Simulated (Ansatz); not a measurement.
Si$_{2}$Ni:
```
Si2Ni
1.0
    2.82388     0.00000     0.00000
   -1.41194     2.44556     0.00000
    0.00000     0.00000     5.31851
Ni Si
1 2
Direct
  0.00000   0.00000   0.00000
  0.33333   0.66667   0.31698
  0.66667   0.33333   0.68302
```

Relaxed with PBE+D3(BJ). Special points in fractions of this cell's reciprocal vectors: Γ (0.000, 0.000, 0.000); M (0.500, 0.000, 0.000); K (0.333, 0.333, 0.000); A (0.000, 0.000, 0.500); L (0.500, 0.000, 0.500); H (0.333, 0.333, 0.500).

Task: List the band energies nearest the Fermi level at these points for PBE+D3(BJ) in the plane-wave PAW code Ansatz.

Result: In eV from the Fermi level; about four levels below and three above (degenerate sets whole), none deeper than 8.9 eV; points with the same levels are listed once.

```csv
k,below,above
Γ,-2.74 -2.74 -2.32 -2.32,5.25 6.97 6.97
M,-2.86 -2.53 -2.13 -1.40,0.46 0.97 2.01
K,-2.91 -2.91 -1.88 -1.56,0.80 0.80 1.49 1.49
A,-2.74 -2.74 -2.33 -2.33,1.05 6.79 6.79
L,-3.31 -2.92 -1.40 -0.61,2.45 3.01 4.11
H,-2.76 -2.76 -0.86 -0.86 -0.58,5.22 5.22 5.65
```

Space group P-3m1. The start of the workflow was typed in or built on a structure type; neither database checked (COD, Materials Project) lists it. It is not the phase usual at ambient conditions (space group No. 225). The cell was relaxed with PBE+D3(BJ) under the symmetry of its start; whether a distortion lowers the energy is not shown. The workflow began spin-polarised and lost its moments. The volume moved by -28 % from the start of the relaxation.

Potentials: the earlier of the program's two PAW sets.
